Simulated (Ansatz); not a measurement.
The start is a relaxed Pd cell, doubled along one cell vector, shaken by Gaussian noise of σ = 0.08 Å a coordinate. Cell shape, volume and atoms are optimised at zero target pressure with r2SCAN (plane waves to 500 eV, PAW, scalar-relativistic; Ansatz, a program for electronic structure). The first steps use a coarse 15×15×8 k-mesh.

Starting cell:
```
CELL_PARAMETERS angstrom
     -1.55487     1.55487     1.55487
      1.55487    -1.55487     1.55487
      3.10973     3.10973    -3.10973
ATOMIC_POSITIONS crystal
  Pd 0.92699 0.96639 0.96551
  Pd 0.92433 0.95234 0.49712
```

```json
{
 "initial_pressure": "+2.9 GPa (positive: the cell is compressed)",
 "largest_initial_force": "1.55 eV/Å, on Pd1, Pd2 (atoms numbered as listed)",
 "energy_released": "0.11 eV/atom",
 "volume_change": "-0.8 %, from 15.04 to 14.92 Å³/atom",
 "relative_to_the_parent": "It does not go back: it reaches Fm-3m (No. 225), fcc (Cu type), 0.04 eV/atom below the parent",
 "Shortest distances (start → end)": "The closest pairs of elements (up to four, under 3.6 Å), start → end: Pd–Pd 2.51 → 2.76 Å",
 "band_gap_at_the_end": "no gap (metallic)",
 "optimiser_moves": "19"
}
```

It ends as:

Space group Fm-3m (No. 225); a = b = c = 3.908 Å, α = β = γ = 90.00°

```
atom  site  symmetry       x       y       z
----  ----  --------  ------  ------  ------
Pd      4b      m-3m  0.5000  0.5000  0.5000
```
(The calculation used a cell of 1 atom; values per cell refer to that cell.)

Final values are on a 20×20×20 k-mesh of the relaxed cell. No spin polarisation in the result.

The run could not lose the symmetry of its start.

Of the parent cell (Im-3m (No. 229)): it is a generated cell of Pd: the first start was made by placing the elements on the sites of a structure type, and the end was not matched to a known phase here, so it may be hypothetical. Known forms of Pd include space group No. 225.
